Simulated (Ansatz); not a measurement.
From the elastic tensor of AlCu$_{3}$N$_{4}$ to moduli and sound speeds

All numbers below come from DFT PBE, scalar-relativistic, plane waves, PAW in Ansatz. Plane waves to 420 eV; Γ-centred k mesh 8×8×8; Gaussian smearing of 0.10 eV. No spin polarisation.

Space group Pm-3m (No. 221), cubic, a = 4.145 Å. Around Al lie 6 N at 2.07 Å; Cu has 6 N at 2.07 Å; N on a site of symmetry 4/mmm has 4 Cu at 2.07 Å and 2 Al at 2.07 Å; N on a site of symmetry m-3m has 6 Cu at 2.07 Å.

It was reached by relaxing an invented guess, and it needn't be the stable form of this composition. In a metal, frequencies and elastic constants depend on the k mesh and the smearing, soft modes and shear constants most.

Relaxed-ion constants (GPa, on the Cartesian axes of the calculation):
```
351.0 151.3 151.3   0.0   0.0   0.0
151.3 351.0 151.3   0.0   0.0   0.0
151.3 151.3 350.9   0.0   0.0   0.0
  0.0   0.0   0.0  91.7   0.0   0.0
  0.0   0.0   0.0   0.0  91.7   0.0
  0.0   0.0   0.0   0.0   0.0  91.7
```

Density 6.379 g/cm³; 8 atoms in 71.23 Å³.

```json
{"Bulk modulus, Voigt / Reuss / Hill": "217.8 / 217.8 / 217.8 GPa", "Shear modulus, Voigt / Reuss / Hill": "94.9 / 94.8 / 94.9 GPa", "Young's modulus": "249 GPa", "Poisson ratio": "0.310", "Pugh ratio B/G": "2.30 (over 1.75, the rule of thumb for ductile)", "Universal anisotropy index": "0.01", "Longitudinal and transverse sound speeds": "7347 and 3856 m/s", "Debye temperature from the mean sound speed": "620 K"}
```
